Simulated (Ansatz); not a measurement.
PtS in space group P4_2/mmc (No. 131; Pt on 2c, S on 2e), r²SCAN (plane waves, PAW; program Ansatz), all energies at zero smearing, with the estimated change up to a 700 eV cutoff added, with one set of potentials and settings (totals compare only within such a set). Cell of 4 atoms (2 Pt, 2 S): -26890.321 eV.

```
element             reference phase  E (eV/atom)
-------  --------------------------  -----------
Pt       Fm-3m, 1 atoms in the cell  -12538.2501
S        P2/c, 32 atoms in the cell    -905.8150
```

Formation energy per atom, worked out: (-26890.321 − 2×(-12538.2501) − 2×(-905.8150))/4 = -0.548 eV/atom (-53 kJ per mol of atoms), at 0 K, without zero-point energy or fitted corrections.

The first step of the workflow began from a Materials Project structure, measured or hypothetical; the Crystallography Open Database files this formula in space group No. 131, but the cells were not matched. Its standing as an ambient phase is unchecked. Symmetry was held in the r²SCAN relaxation; whether a distortion lowers the energy is not shown. The run is not spin-polarised. The references are the lowest solids computed at this level, not always the standard phases. Scalar-relativistic: spin–orbit coupling is off unless named, which matters more the heavier the elements.

Potentials: the earlier of the program's two PAW sets.
